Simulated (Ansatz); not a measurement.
A relaxed cell of TiAl3 (Pm-3m (No. 221)), relaxed on a k-mesh at least as fine as the one used below. These are r2SCAN (plane waves to 500 eV, PAW, scalar-relativistic; Ansatz, an electronic-structure program) values and carry that method's errors. Γ-centred k-mesh 8×8×4 on the run's cell (coarser than for final values), Fermi–Dirac smearing 0.05 eV.

```xyz
8
Lattice="3.9560 0.0000 0.0000 0.0000 3.9560 0.0000 0.0000 0.0000 7.9120" Properties=species:S:1:pos:R:3 pbc="T T T"
Al     1.9780     1.9780     0.0000
Al     1.9780     1.9780     3.9560
Al     0.0000     1.9780     1.9780
Al     0.0000     1.9780     5.9340
Al     1.9780     0.0000     1.9780
Al     1.9780     0.0000     5.9340
Ti     0.0000     0.0000     0.0000
Ti     0.0000     0.0000     3.9560
```

The atoms are displaced by (Å):

| atom | ux | uy | uz |
|---|---|---|---|
| Al1 | -0.148 | 0.011 | -0.030 |
| Al2 | 0.012 | 0.065 | 0.064 |
| Al3 | -0.039 | 0.053 | -0.015 |
| Al4 | -0.069 | -0.001 | 0.019 |
| Al5 | 0.062 | 0.033 | 0.060 |
| Al6 | 0.034 | 0.016 | -0.010 |
| Ti7 | 0.023 | -0.114 | -0.063 |
| Ti8 | 0.007 | 0.175 | -0.094 |

Task: What forces (eV/Å) and pressure result?

Result: 
```json
[
 {"atom": "Al1", "Fx": "1.19", "Fy": "-0.50", "Fz": "0.17"},
 {"atom": "Al2", "Fx": "-0.20", "Fy": "0.25", "Fz": "-0.44"},
 {"atom": "Al3", "Fx": "0.27", "Fy": "-0.06", "Fz": "-0.13"},
 {"atom": "Al4", "Fx": "0.40", "Fy": "0.04", "Fz": "-0.43"},
 {"atom": "Al5", "Fx": "-0.62", "Fy": "0.12", "Fz": "-0.85"},
 {"atom": "Al6", "Fx": "-0.43", "Fy": "0.02", "Fz": "-0.13"},
 {"atom": "Ti7", "Fx": "-0.77", "Fy": "1.39", "Fz": "0.80"},
 {"atom": "Ti8", "Fx": "0.15", "Fy": "-1.26", "Fz": "1.01"}
]
```

Pressure +1.5 GPa.

Task: Estimate the energy cost of the displacement in the harmonic approximation and compare with the calculation.

Result: For a harmonic well ΔE = −½ Σ F·u = 0.444 eV a cell, or 56 meV/atom. The calculated energy relative to the undisplaced cell is +0.06 eV/atom, so the harmonic estimate holds well.

No spin polarisation in the result.

The run that gave the undisplaced cell could not lose the symmetry of its start; a randomly shaken copy of 8 atoms returns to this structure.

The first start was generated by placing the elements on the sites of a structure type. Materials Project lists a structure of TiAl3 in the same space group, Pm-3m (No. 221); the sites were not compared with it, nor with measured phases. Known forms of TiAl3 include space group No. 139.
